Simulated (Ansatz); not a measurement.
# Property card for Zr$_{3}$Tl$_{2}$Cu$_{2}$S$_{8}$

Zr3Tl2Cu2S8:
```
CELL_PARAMETERS angstrom
      7.15391     1.86058     0.00000
     -7.15391     1.86058     0.00000
     -5.80824     0.00000    12.71185
ATOMIC_POSITIONS crystal
  Zr 0.00000 0.00000 0.00000
  Zr 0.15569 0.84431 0.38127
  Zr 0.84431 0.15569 0.61873
  Tl 0.17469 0.82531 0.80305
  Tl 0.82531 0.17469 0.19695
  Cu 0.54256 0.45744 0.19498
  Cu 0.45744 0.54256 0.80502
  S  0.13953 0.86047 0.19096
  S  0.86047 0.13953 0.80904
  S  0.20576 0.79424 0.57988
  S  0.79424 0.20576 0.42012
  S  0.52324 0.47676 0.34918
  S  0.47676 0.52324 0.65082
  S  0.39713 0.60287 0.04183
  S  0.60287 0.39713 0.95817
```

Space group C2/m (No. 12); conventional cell a = 14.308 Å, b = 3.721 Å, c = 13.976 Å, α = γ = 90.00°, β = 114.56°.

Method: DFT-r²SCAN+D4 in the program Ansatz with PAW potentials. The cell and atoms are relaxed at this level. Other levels are named where they apply.

**Cell and energy**

- Volume per atom: 22.56 Å³
- Density: 5.23 g/cm³
- Formation energy from the elements (no fitted shifts): -1.32 eV/atom

**Electronic structure**

- Band gap: 1.02 eV (indirect)
- Valence-band maximum: at M2 (k = 0.500, 0.500, 0.500 in fractions of the reciprocal vectors)
- Conduction-band minimum: at A (k = 0.000, 0.000, 0.500 in fractions of the reciprocal vectors)
- Smallest direct gap on the standard path: 1.11 eV
- Electron effective mass: 0.34, 1.3, 2.6 mₑ (principal values)

**Charges**

* **Bader charges**: Zr +2.16 to +2.17, Tl +0.70, Cu +0.45, S -1.15 to -1.05 e

The first step of the workflow began from a Materials Project structure, measured or hypothetical; the Crystallography Open Database copy checked does not list it. Whether it is the stable phase at ambient conditions was not checked. Symmetry was held in the r²SCAN+D4 relaxation; its stability against distortions is not shown here. The run is not spin-polarised. The references are the lowest solids computed at this level, not always the standard phases. Scalar-relativistic: spin–orbit coupling is off unless named, which matters more the heavier the elements.

Potentials: the later of the program's two PAW sets.
